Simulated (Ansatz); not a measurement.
Al3V:
```xyz
4
Lattice="3.8693 0.0000 0.0000 0.0000 3.8693 0.0000 0.0000 0.0000 3.8693" Properties=species:S:1:pos:R:3 pbc="T T T"
Al     1.9347     1.9347     0.0000
Al     0.0000     1.9347     1.9347
Al     1.9347     0.0000     1.9347
V      0.0000     0.0000     0.0000
```

Relaxed with PBEsol.

Q: List the phonon frequencies at the special points (DFPT on a 3×3×3 q-mesh, Fourier-interpolated; PBEsol (plane waves, PAW; program Ansatz)).

A: In cm⁻¹; no LO–TO term at Γ, as the run had none.

```csv
q,frequencies
Γ,0 0 0 246 246 246 281 281 281 367 367 367
X,118 171 171 202 202 283 285 286 286 297 338 338
M,100 100 181 208 215 274 274 292 306 306 331 361
R,118 118 118 202 202 203 203 203 357 357 357 364
```

Space group Pm-3m (Cu3Au type). The workflow started from a Materials Project entry (that database holds measured and hypothetical structures alike); the Crystallography Open Database copy checked does not list it. Whether it is the stable phase at ambient conditions was not checked. Symmetry was held in the PBEsol relaxation; its stability against distortions is not shown here. The run is not spin-polarised. As this level gives no gap, phonon frequencies hold no LO–TO term and depend on the k-mesh and smearing (Fermi–Dirac, 0.1 eV here).

Potentials: the later of the program's two PAW sets.
